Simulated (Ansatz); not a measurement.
Input and command of a plane-wave DFT calculation in Ansatz:

```yaml
crystal:
  lattice:
    - [-3.9908822801, 3.9908822801, 3.9908822801]
    - [3.9908822801, -3.9908822801, 3.9908822801]
    - [3.9908822801, 3.9908822801, -3.9908822801]
  atoms:
    - { symbol: K, position: [0.0, 0.0, 0.5] }
    - { symbol: K, position: [0.0, 0.5, 0.0] }
    - { symbol: K, position: [0.5, 0.0, 0.0] }
    - { symbol: Mg, position: [0.5, 0.5, 0.0] }
    - { symbol: Mg, position: [0.0, 0.0, 0.0] }
    - { symbol: Mg, position: [0.0, 0.5, 0.5] }
    - { symbol: Mg, position: [0.5, 0.0, 0.5] }
    - { symbol: F, position: [0.5, 0.75, 0.25] }
    - { symbol: F, position: [0.0, 0.25, 0.25] }
    - { symbol: F, position: [0.0, 0.75, 0.75] }
    - { symbol: F, position: [0.5, 0.25, 0.75] }
    - { symbol: F, position: [0.75, 0.5, 0.25] }
    - { symbol: F, position: [0.25, 0.0, 0.25] }
    - { symbol: F, position: [0.25, 0.5, 0.75] }
    - { symbol: F, position: [0.75, 0.0, 0.75] }
    - { symbol: F, position: [0.25, 0.75, 0.5] }
    - { symbol: F, position: [0.75, 0.25, 0.5] }
    - { symbol: F, position: [0.75, 0.75, 0.0] }
    - { symbol: F, position: [0.25, 0.25, 0.0] }
total_charge: -1
basis:
  ecutwfc: 420
kpoints:
  mp_grid: { grid: [4, 4, 4] }
hamiltonian:
  xc: pbesol
scf:
  occupations: { method: gaussian, width: 0.05 }
output:
  forces: true
  stress: true
  eigenvalues: true
  write_density: true
  write_potential: true
  elf: true
  volumetric_format: npy
relax:
  adjacent_minimum: "off"
  f_tol: 0.02
  max_steps: 50
```

```bash
ansatz run input.yaml --threads 4 --pin off --max-ram 9216MiB --backend cpu --events-out ev --progress --plain --runs-dir out
```

Processor: Intel(R) Xeon(R) 6975P-C (Granite Rapids), 4 threads, on a host shared with other jobs.

**Question.** Estimate time, memory and problem size.

**Answer.** About 5.9 s on 4 threads of Intel(R) Xeon(R) 6975P-C (Granite Rapids) (shared host), peak memory 0.9 GiB. It solves 95 bands at 8 k points (the mesh reduced by the symmetry that the task leaves, which can be less than the crystal's) with about 4921 plane waves, in 16 SCF iterations over 3 ionic steps.
